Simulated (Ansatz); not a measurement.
Phonons of BAs (zinc blende) at Γ, L = (0.5, 0.0, 0.0), X = (0.5, 0.5, 0.0).

BAs (zinc blende)

```
CELL_PARAMETERS angstrom
      0.00000     2.40467     2.40467
      2.40467     0.00000     2.40467
      2.40467     2.40467     0.00000
ATOMIC_POSITIONS crystal
  As 0.75000 0.75000 0.75000
  B  0.00000 0.00000 0.00000
```

These are PBE (plane waves to 420 eV, PAW, scalar-relativistic; Ansatz, a first-principles code) values and carry that method's errors. Harmonic phonons by density-functional perturbation theory on a 12×12×12 k mesh, in cm⁻¹; i marks imaginary ones, q is in fractions of the reciprocal vectors of the cell shown, and the three acoustic modes at Γ are left out. The non-analytic (LO-TO) term is not included, so polar modes at Γ have their transverse values. BAs was relaxed with its symmetry unable to fall.

| q | wavenumbers (cm⁻¹) |
|---|---|
| Γ | 677 (×3) |
| L = (0.5, 0.0, 0.0) | 139 (×2), 303, 650 (×2), 684 |
| X = (0.5, 0.5, 0.0) | 191 (×2), 312, 610 (×2), 713 |

The structure shows no imaginary mode at these points (lowest 139 cm⁻¹ at L = (0.5, 0.0, 0.0)); other wave vectors were not tested.

Highest mode: 713 cm⁻¹ at X = (0.5, 0.5, 0.0).
